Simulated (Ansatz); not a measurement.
SnTe:
```yaml
crystal:
  lattice:
    - [0.00000, 3.18712, 3.18712]
    - [3.18712, 0.00000, 3.18712]
    - [3.18712, 3.18712, 0.00000]
  atoms:
    - { symbol: Te, position: [0.00000, 0.00000, 0.00000] }
    - { symbol: Sn, position: [0.50000, 0.50000, 0.50000] }
```

Relaxed with r²SCAN. Independent-particle spectrum: no excitons, no local fields, no scissors shift; 0.1 eV broadening; ε₁ of the summed bands alone.

### Question
Tabulate the dielectric function from r²SCAN in the plane-wave PAW code Ansatz.

### Answer


```
E (eV)   ε₁ xx  ε₂ xx
------  ------  -----
0.0      51.06   0.00
0.3      56.18   3.40
0.6      59.19  15.11
0.9      63.51  31.08
1.2      45.12  57.73
1.5      32.98  63.95
1.8     -11.65  82.86
2.1     -27.41  30.11
2.4     -11.07  25.75
2.7     -18.61  22.02
3.0     -16.76  13.44
3.3     -13.64   8.75
3.6     -10.84   6.00
3.9      -8.51   4.31
4.2      -6.63   3.32
4.5      -5.16   2.53
4.8      -3.69   1.97
5.1      -2.25   1.70
5.4      -0.60   1.87
5.7       0.17   3.90
6.0      -0.28   3.89
6.3       0.06   4.65
6.6      -0.77   4.76
6.9      -1.32   6.11
7.2      -2.80   5.00
7.5      -3.29   3.72
7.8      -2.91   2.91
8.1      -2.59   2.42
8.4      -2.24   2.08
8.7      -2.06   2.10
9.0      -2.08   1.78
9.3      -1.92   1.51
9.6      -1.72   1.29
9.9      -1.50   1.16
10.2     -1.36   1.11
10.5     -1.29   0.97
10.8     -1.13   0.86
11.1     -1.02   0.80
11.4     -0.92   0.74
11.7     -0.84   0.68
12.0     -0.74   0.59
```

### Question
From ε at 0.7 eV (xx: 60.44 + 19.09i), find n, k, the normal reflectivity and the absorption coefficient.

### Answer
n = 7.87, k = 1.213, R = 61 %, α = 2kE/ħc = 86000 cm⁻¹.

With all bands, ε∞ without local fields is 51.2.

Space group Fm-3m (rock salt). The cell was relaxed with r²SCAN under the symmetry of its start. At this level the phase is dynamically unstable (imaginary phonons). Spin–orbit coupling is left out wherever it is not named.

Potentials: the later of the program's two PAW sets.
